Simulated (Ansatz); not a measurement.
Input for Ansatz (plane-wave DFT, PAW):

```yaml
crystal:
  lattice:
    - [-6.088888, 3.769682, 1.885465]
    - [6.132394, 3.875108, -1.963496]
    - [-2.105065, -3.772363, -5.870107]
  atoms:
    - { symbol: Cu, position: [0.1548542687, 0.0480301679, 0.6928104305] }
    - { symbol: Cu, position: [0.0269840582, 0.9980384042, 0.0059458591] }
    - { symbol: Cu, position: [0.8840358349, 0.9687655686, 0.2954829791] }
    - { symbol: Cu, position: [0.4508876826, 0.1566182818, 0.1007373394] }
    - { symbol: Ge, position: [0.047442367, 0.3149333005, 0.9278191053] }
    - { symbol: Ge, position: [0.163209055, 0.7504460745, 0.8153641166] }
    - { symbol: Ge, position: [0.5571755945, 0.5327676002, 0.6620480114] }
    - { symbol: Ge, position: [0.7107590816, 0.1922500183, 0.4369851552] }
    - { symbol: Rh, position: [0.1331887658, 0.390005992, 0.6350965778] }
    - { symbol: Rh, position: [0.2453203131, 0.7522957483, 0.5095643187] }
    - { symbol: Rh, position: [0.3392685984, 0.1229240083, 0.4229382067] }
    - { symbol: Rh, position: [0.9026340501, 0.3070831738, 0.2122352214] }
    - { symbol: Pd, position: [0.5826637072, 0.854770075, 0.9026137359] }
    - { symbol: Pd, position: [0.7292867955, 0.9338985844, 0.5947889748] }
    - { symbol: Pd, position: [0.3335671777, 0.4441872279, 0.2994823555] }
    - { symbol: Pd, position: [0.3906722622, 0.787165885, 0.1793445037] }
    - { symbol: Au, position: [0.6080168221, 0.2001925656, 0.8094030078] }
    - { symbol: Au, position: [0.7956886399, 0.6046310603, 0.418283073] }
    - { symbol: Au, position: [0.5021585399, 0.4954788366, 0.9998978781] }
    - { symbol: Au, position: [0.9631696452, 0.6701453581, 0.1053568693] }
basis:
  ecutwfc: 420
kpoints:
  mp_grid: { grid: [5, 6, 5] }
hamiltonian:
  xc: pbe
scf:
  occupations: { method: gaussian, width: 0.1 }
  n_extra_bands: 10
output:
  forces: true
  stress: true
  eigenvalues: true
  populations: true
  dos:
    method: { smearing: { sigma: 0.1, scheme: gaussian } }
    projected: true
    de: 0.02
```

Run as
```bash
ansatz run input.yaml --threads 4 --pin off --max-ram 9216MiB --backend cpu --events-out ev --progress --plain --runs-dir out
```

Computed with DFT PBE, scalar-relativistic, plane waves, PAW (Ansatz 0.2.0).

From the run's log, abridged:

```
scf.n_extra_bands = 10 over 174 filled bands (N_el = 348.0): the run solves 184 bands
Pseudopotentials: kind: paw
Pseudopotential: Cu, paw, valence charge 19, recommended cutoff 420 eV (normal)
Pseudopotential: Ge, paw, valence charge 14, recommended cutoff 420 eV (normal)
Pseudopotential: Rh, paw, valence charge 17, recommended cutoff 420 eV (normal)
Pseudopotential: Pd, paw, valence charge 18, recommended cutoff 420 eV (normal)
Pseudopotential: Au, paw, valence charge 19, recommended cutoff 420 eV (normal)
Functional definition: PBE
Crystal: 20 atoms, lattice volume = 306.651 Å³
Basis set: ecut = 420 eV, 5995 PW (Γ), exchange–correlation on 100×108×100 points (8 copies of the dense FFT grid, shifted against one another)
Bands: 184, of which v1, the nominal top of the filled ones, is band 174 counted from 1 (173 counted from 0)
Symmetry: 1 space group operations
Space group: P1 (ITA 1), of the structure as read, at distance tolerance 6.7e-5 Å
k-points: 76 of 150 (time reversal used)
Initial density: superposition of atomic densities (neutral atoms: chi_scale 0, normalization atom), corrected by the library's trained network
Initial wavefunctions: pseudopotential atomic-orbital guess
Functional: x = pbe(κ = 0.804, μ = 0.21951497), c = pbe(β = 0.06672455)
SCF iter   1: F=—  HF=-149783.511476 eV  |F-HF|=—  |Δ(HF+E_count)|=         —  Δρ=6.47e-3  dr2=1.37e-1  ethr=1.77e-3  ⟨swp⟩=5.0  Hψ=43300  notcnv=0
SCF iter   2: F=—  HF=-149783.519976 eV  |F-HF|=—  |Δ(HF+E_count)|=   8.50e-3  Δρ=2.95e-3  dr2=3.17e-2  ethr=3.93e-5  ⟨swp⟩=2.5  Hψ=25229  notcnv=0
SCF iter   3: F=—  HF=-149783.518138 eV  |F-HF|=—  |Δ(HF+E_count)|=   1.84e-3  Δρ=1.39e-3  dr2=7.39e-3  ethr=9.12e-6  ⟨swp⟩=2.0  Hψ=26080  notcnv=0
SCF iter   4: F=—  HF=-149783.517284 eV  |F-HF|=—  |Δ(HF+E_count)|=   8.55e-4  Δρ=4.32e-4  dr2=1.12e-3  ethr=2.12e-6  ⟨swp⟩=2.0  Hψ=26765  notcnv=0
SCF iter   5: F=—  HF=-149783.517134 eV  |F-HF|=—  |Δ(HF+E_count)|=   1.49e-4  Δρ=1.42e-4  dr2=1.26e-4  ethr=3.21e-7  ⟨swp⟩=2.0  Hψ=20474  notcnv=0
SCF iter   6: F=—  HF=-149783.517112 eV  |F-HF|=—  |Δ(HF+E_count)|=   2.24e-5  Δρ=8.62e-5  dr2=2.80e-5  ethr=3.62e-8  ⟨swp⟩=2.0  Hψ=25846  notcnv=0
SCF iter   7: F=—  HF=-149783.516797 eV  |F-HF|=—  |Δ(HF+E_count)|=   3.15e-4  Δρ=4.92e-5  dr2=8.88e-6  ethr=8.04e-9  ⟨swp⟩=2.0  Hψ=27055  notcnv=0
SCF iter   8: F=—  HF=-149783.516796 eV  |F-HF|=—  |Δ(HF+E_count)|=   7.85e-7  Δρ=3.16e-5  dr2=3.66e-6  ethr=2.55e-9  ⟨swp⟩=2.0  Hψ=27054  notcnv=0
SCF iter   9: F=—  HF=-149783.516796 eV  |F-HF|=—  |Δ(HF+E_count)|=   2.65e-7  Δρ=1.93e-5  dr2=1.05e-6  ethr=1.05e-9  ⟨swp⟩=2.0  Hψ=27061  notcnv=0
SCF iter  10: F=—  HF=-149783.516796 eV  |F-HF|=—  |Δ(HF+E_count)|=   2.50e-7  Δρ=4.16e-6  dr2=1.14e-7  ethr=3.00e-10  ⟨swp⟩=2.0  Hψ=27051  notcnv=0
SCF iter  11: F=-149783.516796 eV  HF=-149783.516796 eV  |F-HF|=4.32e-8  |Δ(HF+E_count)|=   1.40e-8  Δρ=3.36e-6  dr2=6.04e-8  ethr=2.87e-11  ⟨swp⟩=6.0  Hψ=45082  notcnv=0
SCF 1 converged in 11 iterations: F = -149783.516796 eV  dr2 = 6.04e-8
SCF converged after 11 iterations
Free energy (F): -149783.516796 eV
Harris-Foulkes:  -149783.516796 eV  (|F-HF|=4.32e-8)
Internal energy: -149783.469786 eV  (E = F + TS)
E sigma→0 (E₀):  -149783.493291 eV
Entropy (-TS):   -0.047010 eV (-2.351 meV/atom)
Fermi energy:    17.669663 eV
--- Per-component energies (eV) ---
  E_band       = -3858.079199
  E_kinetic    = 8417.982300
  E_local      = -47818.610812  (includes V_loc(G=0)·N_el)
  E_nonlocal   = 5837.699414
  E_hartree    = 20212.602516
  E_xc         = -3133.540322
  E_vxc        = -3780.902901  (∫ρ·V_xc dr)
  E_paw        = -82924.815884  (= ΣΔE_a)
  E_vpaw       = -6939.464344  (= ΣTr[D̂ρ^β])
  E_aug_tail   = 0.012554  (compensation charges beyond the density's cutoff)
  E_ewald      = -50374.799552
  E_smearing   = -0.047010  (= −TS)
--- Forces (eV/Å), atoms counted from 1 ---
  atom   1  Cu    -0.00062339     0.00298185     0.00868385
  atom   2  Cu     0.00132235     0.00847811     0.00784918
  atom   3  Cu     0.00689720     0.00017028    -0.00004052
  atom   4  Cu     0.00731989     0.01380054    -0.00339301
  atom   5  Ge    -0.01404996    -0.01955401     0.00345473
  atom   6  Ge     0.01305176    -0.01271481     0.00127367
  atom   7  Ge     0.00287587    -0.01166738     0.01746342
  atom   8  Ge     0.03931406     0.00271824    -0.00573993
  atom   9  Rh    -0.01673144     0.00776572     0.03200200
  atom  10  Rh    -0.01022002     0.01157167     0.00334886
  atom  11  Rh    -0.02236711    -0.01572348     0.01805447
  atom  12  Rh     0.01384440     0.00936317     0.00333592
  atom  13  Pd     0.00890270    -0.00054427    -0.02076842
  atom  14  Pd    -0.01596834     0.01042470    -0.02636911
  atom  15  Pd    -0.00782409    -0.01151082    -0.01639050
  atom  16  Pd     0.00851723     0.00523015    -0.00989317
  atom  17  Au     0.00520908     0.00331655    -0.00828124
  atom  18  Au    -0.03192906    -0.00183801    -0.01913564
  atom  19  Au    -0.00338758     0.00585726    -0.01416723
  atom  20  Au     0.01587614    -0.00803258     0.02871521
--- Stress (GPa, compression-positive) ---
       -0.033897      -0.057933      -0.048501
       -0.057933      -0.024354      -0.014074
       -0.048501      -0.014074      -0.063414
  P = ⅓ Tr σ = -0.0406 GPa (-0.406 kbar)
--- Band table (eV; the first three rows and the last of 76) ---
  k-point 0: bands = ["-94.8157", "-94.7802", "-94.6037", "-94.3493", "-88.0830", "-88.0078", "-87.9935", "-87.8105", "-66.7798", "-66.7562", "-66.7265", "-66.6499", "-60.5379", "-60.4154", "-60.3351", "-60.2232", "-52.2860", "-52.2283", "-52.1924", "-52.1592", "-52.1157", "-52.0921", "-52.0163", "-52.0020", "-51.9402", "-51.7795", "-51.7249", "-51.6970", "-39.5842", "-39.5414", "-39.5012", "-39.4696", "-39.4563", "-39.4452", "-39.4322", "-39.4055", "-39.4039", "-39.2687", "-39.2574", "-39.2217", "-32.6601", "-32.6146", "-32.5850", "-32.5550", "-32.5374", "-32.4811", "-32.4531", "-32.4355", "-32.3984", "-32.3768", "-32.3582", "-32.2709", "-28.5168", "-28.4891", "-28.4357", "-28.4202", "-28.3 ...
  k-point 1: bands = ["-94.8157", "-94.7802", "-94.6037", "-94.3493", "-88.0830", "-88.0078", "-87.9935", "-87.8105", "-66.7798", "-66.7562", "-66.7265", "-66.6499", "-60.5379", "-60.4154", "-60.3351", "-60.2232", "-52.2860", "-52.2283", "-52.1924", "-52.1592", "-52.1157", "-52.0921", "-52.0163", "-52.0020", "-51.9402", "-51.7795", "-51.7249", "-51.6970", "-39.5842", "-39.5414", "-39.5012", "-39.4696", "-39.4563", "-39.4452", "-39.4322", "-39.4055", "-39.4039", "-39.2687", "-39.2574", "-39.2217", "-32.6601", "-32.6145", "-32.5849", "-32.5591", "-32.5329", "-32.4804", "-32.4531", "-32.4367", "-32.3984", "-32.3769", "-32.3582", "-32.2709", "-28.5167", "-28.4890", "-28.4358", "-28.4203", "-28.3 ...
  k-point 2: bands = ["-94.8157", "-94.7802", "-94.6037", "-94.3493", "-88.0830", "-88.0078", "-87.9935", "-87.8105", "-66.7797", "-66.7563", "-66.7265", "-66.6499", "-60.5379", "-60.4154", "-60.3351", "-60.2232", "-52.2860", "-52.2283", "-52.1925", "-52.1592", "-52.1157", "-52.0921", "-52.0163", "-52.0020", "-51.9402", "-51.7795", "-51.7249", "-51.6970", "-39.5842", "-39.5414", "-39.5012", "-39.4696", "-39.4563", "-39.4452", "-39.4322", "-39.4055", "-39.4039", "-39.2687", "-39.2574", "-39.2217", "-32.6601", "-32.6143", "-32.5847", "-32.5637", "-32.5276", "-32.4793", "-32.4532", "-32.4389", "-32.3983", "-32.3769", "-32.3582", "-32.2708", "-28.5166", "-28.4889", "-28.4360", "-28.4203", "-28.3 ...
  k-point 75: bands = ["-94.8157", "-94.7802", "-94.6037", "-94.3493", "-88.0830", "-88.0078", "-87.9935", "-87.8105", "-66.7798", "-66.7562", "-66.7265", "-66.6499", "-60.5379", "-60.4154", "-60.3351", "-60.2232", "-52.2860", "-52.2283", "-52.1924", "-52.1592", "-52.1157", "-52.0921", "-52.0163", "-52.0020", "-51.9402", "-51.7795", "-51.7249", "-51.6970", "-39.5842", "-39.5414", "-39.5012", "-39.4696", "-39.4563", "-39.4451", "-39.4322", "-39.4055", "-39.4039", "-39.2687", "-39.2574", "-39.2217", "-32.6601", "-32.6145", "-32.5849", "-32.5591", "-32.5329", "-32.4804", "-32.4531", "-32.4368", "-32.3983", "-32.3769", "-32.3582", "-32.2709", "-28.5168", "-28.4889", "-28.4358", "-28.4205", "-28. ...
--- Löwdin populations: 20 sites ---
  site symbol q [e]
     0     Cu     18.6158
     1     Cu     18.5861
     2     Cu     18.6917
     3     Cu     18.5982
     4     Ge     14.6032
     5     Ge     14.5408
     6     Ge     14.6140
     7     Ge     14.4577
     8     Rh     17.0026
     9     Rh     17.2366
    10     Rh     17.1775
    11     Rh     17.1563
    12     Pd     17.3527
    13     Pd     17.3542
    14     Pd     17.3350
    15     Pd     17.3448
    16     Au     18.6822
    17     Au     18.6862
    18     Au     18.7041
    19     Au     18.7394
  spilling = 0.007244 (of n_electrons = 348.000000)
```

The run converged.

It took 5.1 min on 4 threads of Arm Neoverse V1, with other jobs on the host, peak memory 3.6 GiB.

Spin-orbit coupling is left out, which matters for the bands of heavy elements.